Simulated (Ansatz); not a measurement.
# Computed frozen-phonon scan: Cu (fcc, Cu type)

Relaxed Cu (fcc, Cu type):

```yaml
crystal:
  lattice:
    - [0.00000, 3.62881, 3.62881]
    - [1.81440, 0.00000, 1.81440]
    - [1.81440, 1.81440, 0.00000]
  atoms:
    - { symbol: Cu, position: [0.00000, 0.00000, 0.00000] }
    - { symbol: Cu, position: [0.50000, 0.00000, 0.00000] }
```

A phonon eigenvector at L = (0.5, 0.0, 0.0) is frozen into this cell: atom i moves by Q times the vector below, so Q is the largest atomic displacement, in Å. The cell is held. (q is in reciprocal vectors of the primitive cell; the cell shown is doubled to hold the pattern.)

```
atom       x       y       z
----  ------  ------  ------
Cu1    0.577  -0.577  -0.577
Cu2   -0.577   0.577   0.577
```

Level of theory: PBE (plane waves to 420 eV, PAW, scalar-relativistic; Ansatz, a program for electronic structure). k mesh 11×22×22 (Γ-centred), Fermi-Dirac smearing 0.05 eV. Energies are smeared free energies. Compression counts positive. With partly filled bands, energies and forces of such displacements shift with the k mesh and the smearing. Cu is run without spin polarisation. Cu was relaxed with its symmetry unable to fall. The PAW data are Ansatz's earlier set. The zero of ΔE is the undisplaced structure.

```
Q (Å)   ΔE (meV/cell)  −dE/dQ from forces (eV/Å)  P (GPa)
------  -------------  -------------------------  -------
-0.280           1392                     12.138     33.4
-0.233            900                      9.012     22.4
-0.187            541                      6.469     14.0
-0.140            289                      4.417      7.7
-0.093            123                      2.733      3.3
-0.047             30                      1.301      0.8
0.000               0                      0.000      0.0
0.047              30                     -1.301      0.8
0.093             123                     -2.733      3.3
0.140             289                     -4.417      7.7
0.187             541                     -6.469     14.0
0.233             900                     -9.012     22.4
0.280            1392                    -12.138     33.4
```

Read from the data:

* **Energy at Q = 0.280 Å**: 1392 meV/cell
* **Space group of the distorted cell**: R-3m (No. 166), lowered from Fm-3m
* **Symmetry of the curve**: even: the same for both signs
* **Shape of the curve**: a single well with its minimum at or next to zero displacement
* **Harmonic wavenumber from the curvature (finite differences)**: 242 cm⁻¹
* **Wavenumber by perturbation theory (DFPT, on another k mesh)**: 242 cm⁻¹

The 13 points together took roughly 6 core-minutes.

(For displaced atoms, the force is minus the slope of the energy, and its curvature is a force constant, which sets phonon frequencies.)
